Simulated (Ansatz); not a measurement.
**⁸¹Br NMR of the central transition in CsPbBr3**

Cell: a computed structure from the Materials Project (it need not be an observed phase), taken as it stands.

```cif
data_CsPbBr3
_symmetry_space_group_name_H-M 'Pnma'
_symmetry_Int_Tables_number 62
_cell_length_a 9.8455
_cell_length_b 4.6091
_cell_length_c 16.9508
_cell_angle_alpha 90.000
_cell_angle_beta 90.000
_cell_angle_gamma 90.000
loop_
_atom_site_label
_atom_site_type_symbol
_atom_site_symmetry_multiplicity
_atom_site_Wyckoff_symbol
_atom_site_fract_x
_atom_site_fract_y
_atom_site_fract_z
Cs Cs 4 c 0.9124 0.2500 0.6716
Pb Pb 4 c 0.8365 0.7500 0.9380
Br9 Br 4 c 0.5282 0.2500 0.6128
Br10 Br 4 c 0.1986 0.7500 0.7111
Br11 Br 4 c 0.6642 0.2500 0.0006
```

One atom of each set is listed.

Method: Kohn–Sham DFT in Ansatz, PBE, plane waves and PAW, scalar-relativistic, 420 eV cutoff, Γ-centred 3×6×2 k-points, Fermi–Dirac smearing 0.02 eV.

⁸¹Br has I = 3/2 and Q = 257.9 mb (Pyykkö 2018); at 23.5 T its Larmor frequency is ν₀ = 271.2 MHz. Only the quadrupole interaction is simulated: positions count from each site's isotropic chemical shift, and shift anisotropy, dipolar and J coupling are left out.

(1) What does the ⁸¹Br spectrum (static powder) show for each site?

Results:

(1) 

```
site                first shell  C_Q (MHz)     η  P_Q (MHz)  δ_QIS (ppm)  breadth (kHz)
 Br9        3 Pb at 3.10–3.25 Å       18.7  0.86       20.8         -148            299
Br10             1 Pb at 2.87 Å       95.6  0.35       97.5        -3234           5768
Br11  2 Pb at 3.05 Å, angle 98°      -78.8  0.57       83.0        -2341           4520
```

δ_QIS = −(ν_Q²/30ν₀²)[I(I+1) − 3/4](1 + η²/3) × 10⁶ ppm with ν_Q = 3|C_Q|/[2I(2I−1)]; it falls as 1/B₀² in ppm, and the breadth as 1/B₀ in kHz.

At Br10 V_zz points along its bond to Pb (within 1°). At Br11 V_zz stands upright on the plane of its two bonds (within 8°).

With ν_Q/ν₀ up to 0.18, terms beyond second order are no longer negligible.

Without spin–orbit coupling the gradients at and beside Pb can be off by some per cent, at some sites by more.
